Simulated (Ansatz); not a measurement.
Ba₂CdMoO₆: computed property card

Ba₂CdMoO₆:
```cif
data_Ba2CdMoO6
_chemical_formula_sum 'Ba2 Cd1 Mo1 O6'
_space_group_name_H-M_alt 'P 1'
_space_group_IT_number 1
_cell_length_a 5.90311
_cell_length_b 5.90311
_cell_length_c 5.90311
_cell_angle_alpha 60.000
_cell_angle_beta 60.000
_cell_angle_gamma 60.000
loop_
_space_group_symop_operation_xyz
  'x, y, z'
loop_
_atom_site_label
_atom_site_type_symbol
_atom_site_fract_x
_atom_site_fract_y
_atom_site_fract_z
_atom_site_occupancy
Ba1 Ba 0.25000 0.25000 0.25000 1
Ba2 Ba 0.75000 0.75000 0.75000 1
Cd1 Cd 0.50000 0.50000 0.50000 1
Mo1 Mo 0.00000 0.00000 0.00000 1
O1 O 0.77043 0.22957 0.22957 1
O2 O 0.22957 0.77043 0.77043 1
O3 O 0.22957 0.77043 0.22957 1
O4 O 0.77043 0.22957 0.77043 1
O5 O 0.22957 0.22957 0.77043 1
O6 O 0.77043 0.77043 0.22957 1
```

Space group Fm-3m (No. 225); conventional cell a = b = c = 8.3483 Å, α = β = γ = 90.00°.

Method: the program Ansatz at the r²SCAN level (PAW). Structure relaxed to zero pressure with the same functional. Other levels are named where they apply.

### Cell and energy

| Quantity | Result |
|---|---|
| Volume per atom | 14.55 Å³ |
| Density | 6.61 g/cm³ |
| Formation energy from the elements (no fitted shifts) | -241 kJ/mol-atom |

### Electronic structure

| Quantity | Result |
|---|---|
| Band gap | 2.67 eV (indirect) |
| Valence-band maximum | at L |
| Conduction-band minimum | at X (3 equivalent valleys) |
| Smallest direct gap on the standard path | 2.88 eV |
| Electron effective mass | 1.7, 1.7, 2.3 mₑ (principal values) |
| Electron effective mass with spin–orbit coupling | 1.7, 1.7, 2.4 mₑ (principal values) |
| Hole effective mass with spin–orbit coupling | 0.62, 0.62, 1.00 mₑ (principal values) |
| HSE06 gap on the r²SCAN cell | 3.68 eV |
| Gap with spin–orbit coupling | 2.64 eV |

### Mechanics

| Item | Result |
|---|---|
| Bulk modulus (Birch–Murnaghan fit) | 132 GPa |
| Pressure derivative B′ | 5.0 |

### Charges

| Quantity | Result |
|---|---|
| Bader charges | Ba +1.62, Cd +1.34, Mo +2.86, O -1.24 e |

The workflow started from a Materials Project entry (that database holds measured and hypothetical structures alike); the Crystallography Open Database copy checked does not list it. Its standing as an ambient phase is unchecked. The r²SCAN relaxation kept the symmetry of its start; its stability against distortions is not shown here. The run is not spin-polarised. No Hubbard U is applied. The references are the lowest solids computed at this level, not always the standard phases (solids in place of the gases). Spin–orbit coupling is left out wherever it is not named.

Potentials: the later of the program's two PAW sets.
